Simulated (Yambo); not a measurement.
A G0W0@PBEsol run in Yambo for Y$_{2}$CN$_{2}$O$_{2}$ (space group P-3m1, No. 164) (3×3×1 Γ-centred k mesh, 146 bands and a 7 Ry block in the screening, 146 bands in G with the Bruneval-Gonze terminator, plasmon pole fitted at 27.2 eV) gives these matrix elements, in eV, at the band edges (Γ → Γ):

| state | E0 | <Vxc> | <Σx> | <Σc(E0)> | Z |
|---|---|---|---|---|---|
| valence edge | 0.000 | -17.003 | -20.595 | 2.719 | 0.806 |
| conduction edge | 3.908 | -8.783 | -4.381 | -3.746 | 0.859 |

Task: Solve the linearised quasiparticle equation for both states, give the gap, and say how exchange and correlation each act on it.

Result: E = E0 + Z(Σx + Σc − Vxc). Valence: 0.000 + 0.806 × (-20.595 + (2.719) − (-17.003)) = -0.70 eV. Conduction: 3.908 + 0.859 × (-4.381 + (-3.746) − (-8.783)) = 4.47 eV. The gap is 5.17 eV, against 3.91 eV in PBEsol. Replacing Vxc by bare exchange alone would open it by 7.99 eV; correlation takes back 6.47 eV of that, and Z scales what is left. Nearest settings tried, and what they do to the gap: 115 bands in W, 115 bands in G: +2 meV; 6 Ry block (187 vectors against 199): -11 meV; 6×6×2 mesh: +48 meV. So the settings aren't converged at that level. The k mesh is coarse. 

Geometry of the Materials Project entry, not relaxed at this level; primitive cell a = b = 3.699 Å, c = 8.169 Å, α = β = 90.00°, γ = 120.00°.

The structure is a Materials Project entry; no match was found in the copy of COD used, and its stability was not checked.
